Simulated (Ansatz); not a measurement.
Levels of theory for AlB3P4 (ordering on zincblende)

All numbers come from Ansatz 0.2.0. All values are calculated for a non-magnetic cell, which may be hypothetical.

AlB3P4, ordered on the zincblende lattice (Amm2) with 8 atoms a cell, relaxed with r2SCAN. It is orthorhombic, Amm2 (No. 38); a = 3.358 Å, b = 6.819 Å, c = 9.713 Å in the conventional setting, 13.90 Å³ an atom. B is surrounded by 4 P at 2.03–2.08 Å; B is surrounded by 4 P at 1.96–2.13 Å; Al is surrounded by 4 P at 2.21–2.24 Å; P is surrounded by 4 B at 2.08–2.13 Å; P is surrounded by 3 B at 2.02–2.03 Å and 1 Al at 2.24 Å; P is surrounded by 2 B at 1.96 Å and 2 Al at 2.21 Å.

```cif
data_structure
_symmetry_space_group_name_H-M 'Amm2'
_symmetry_Int_Tables_number 38
_cell_length_a 3.3576
_cell_length_b 6.8189
_cell_length_c 9.7133
_cell_angle_alpha 90.000
_cell_angle_beta 90.000
_cell_angle_gamma 90.000
_cell_volume 222.39
loop_
_atom_site_label
_atom_site_type_symbol
_atom_site_symmetry_multiplicity
_atom_site_Wyckoff_symbol
_atom_site_fract_x
_atom_site_fract_y
_atom_site_fract_z
_atom_site_occupancy
B1 B 2 a 0.00000 0.50000 0.49723 1
B2 B 4 e 0.50000 0.74572 0.25085 1
Al1 Al 2 a 0.00000 0.50000 0.99834 1
P1 P 2 b 0.50000 0.50000 0.62349 1
P2 P 4 d 0.00000 0.23093 0.86613 1
P3 P 2 b 0.50000 0.50000 0.14700 1
```

Relaxed lattice by functional, symmetry kept:
```
functional  k mesh  a (Å)  b (Å)  c (Å)  volume (Å³/atom)
       PBE   8×4×4  3.365  6.839  9.741             14.01
    r2SCAN   8×4×4  3.358  6.819  9.713             13.90
```

Band edges at fixed r2SCAN geometry:
```tsv
level	k mesh	gap (eV)	kind	edges	least direct gap (eV)
r2SCAN	8×6×6	0.68	indirect	Γ → (0.424, 0.417, -0.417)	0.86
HSE06	4×4×4	1.18	indirect	Γ → (0.424, 0.417, -0.417)	1.35
PBE0	4×4×4	1.87	indirect	Γ → (0.424, 0.417, -0.417)	2.05
```
Wave cutoffs: 420 eV, 500 eV (r2SCAN).
Points off the special ones are mesh points or PBE's searched band edges, reused at the other levels. PBE's own run along the path (0.48 eV) came before the search for the edges and missed one, so it isn't listed.

With HSE06 the valence top lies at Γ and the conduction bottom at k = (0.424, 0.417, -0.417), 1.18 eV higher; the smallest vertical gap, at Γ, is 1.35 eV. With r2SCAN, at Γ the top three valence levels group as 1+1+1 from the top, spread over 539 meV.

All these functionals give a gap of the same kind, indirect.

Coordinates of k points refer to the reciprocal vectors of the primitive cell of the runs.

The meshes of the hybrids are coarse, so their gaps aren't converged to the digits shown.

The splittings at Γ are without spin-orbit coupling, which regroups them where it is of like size.
